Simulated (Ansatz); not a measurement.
## Al₄CoNi₃ (Im-3m) at 3 levels of theory

One geometry, relaxed with PBE; plane waves with PAW potentials in Ansatz, scalar-relativistic. Collinear spin; the first row ends at 1.0 μB a primitive cell. Gaps are the least over mesh and band path; pressure is positive in compression.

```
Al Ni Co
1.0
    -2.88677    2.88677    2.88677
     2.88677   -2.88677    2.88677
     2.88677    2.88677   -2.88677
Al Ni Co
4 3 1
Direct
  0.00000 0.50000 0.00000
  0.50000 0.50000 0.50000
  0.00000 0.00000 0.50000
  0.50000 0.00000 0.00000
  0.50000 0.00000 0.50000
  0.50000 0.50000 0.00000
  0.00000 0.50000 0.50000
  0.00000 0.00000 0.00000
```

```
level  cutoff (eV)    k mesh  gap (eV)  pressure (GPa)  largest moment (μB)
  PBE          420  10×10×10         0             0.0                 0.75
```

Problem. What comes out on the same cell with r2SCAN, LDA?

Solution.
```json
{"level": "r2SCAN", "cutoff (eV)": "500", "k mesh": "10×10×10", "gap (eV)": "0", "pressure (GPa)": "-4.0", "largest moment (μB)": "1.26"}
{"level": "LDA", "cutoff (eV)": "420", "k mesh": "10×10×10", "gap (eV)": "0", "pressure (GPa)": "-10.9", "largest moment (μB)": "0.00"}
```

The state reached may not be the lowest one.

It was reached by relaxing an invented guess, and it needn't be the stable form of this composition.
